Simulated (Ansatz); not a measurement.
BP:
```cif
data_B4P4
_chemical_formula_sum 'B4 P4'
_space_group_name_H-M_alt 'F-43m'
_space_group_IT_number 216
_space_group_name_Hall 'F -4 2 3'
_cell_length_a 4.53641
_cell_length_b 4.53641
_cell_length_c 4.53641
_cell_angle_alpha 90.000
_cell_angle_beta 90.000
_cell_angle_gamma 90.000
loop_
_atom_site_label
_atom_site_type_symbol
_atom_site_symmetry_multiplicity
_atom_site_Wyckoff_symbol
_atom_site_fract_x
_atom_site_fract_y
_atom_site_fract_z
_atom_site_occupancy
B1 B 4 a 0.00000 0.00000 0.00000 1
P1 P 4 c 0.25000 0.25000 0.25000 1
```
(The calculation used a cell of 2 atoms; values per cell refer to that cell.)

Relaxed with r²SCAN. Independent-particle spectrum: no excitons, no local fields, no scissors shift; 0.1 eV broadening; ε₁ of the summed bands alone.

Problem. Tabulate the dielectric function from the program Ansatz at the r²SCAN level (PAW).

Solution. 

| E (eV) | ε₁ xx | ε₂ xx |
|---|---|---|
| 0.0 | 8.79 | 0.00 |
| 0.5 | 8.84 | 0.00 |
| 1.0 | 9.00 | 0.00 |
| 1.5 | 9.28 | 0.00 |
| 2.0 | 9.71 | 0.00 |
| 2.5 | 10.38 | 0.00 |
| 3.0 | 11.44 | 0.00 |
| 3.5 | 13.81 | 0.08 |
| 4.0 | 15.07 | 3.52 |
| 4.5 | 15.62 | 5.21 |
| 5.0 | 17.05 | 7.42 |
| 5.5 | 19.66 | 11.02 |
| 6.0 | 27.94 | 25.43 |
| 6.5 | -11.63 | 29.13 |
| 7.0 | -9.05 | 17.32 |
| 7.5 | -7.88 | 11.30 |
| 8.0 | -6.41 | 8.56 |
| 8.5 | -5.83 | 7.13 |
| 9.0 | -5.30 | 5.84 |
| 9.5 | -4.88 | 4.67 |
| 10.0 | -4.40 | 3.67 |
| 10.5 | -3.78 | 2.94 |
| 11.0 | -3.23 | 2.62 |
| 11.5 | -2.91 | 2.42 |
| 12.0 | -2.69 | 1.92 |

Problem. From ε at 5.0 eV (xx: 17.05 + 7.42i), find n, k, the normal reflectivity and the absorption coefficient.

Solution. n = 4.22, k = 0.879, R = 40 %, α = 2kE/ħc = 450000 cm⁻¹.

With all bands, ε∞ without local fields is 8.82. DFPT, with local fields, gives 8.74.

Symmetry was held in the r²SCAN relaxation; phonons on a q-mesh show no instability.

Potentials: the earlier of the program's two PAW sets.
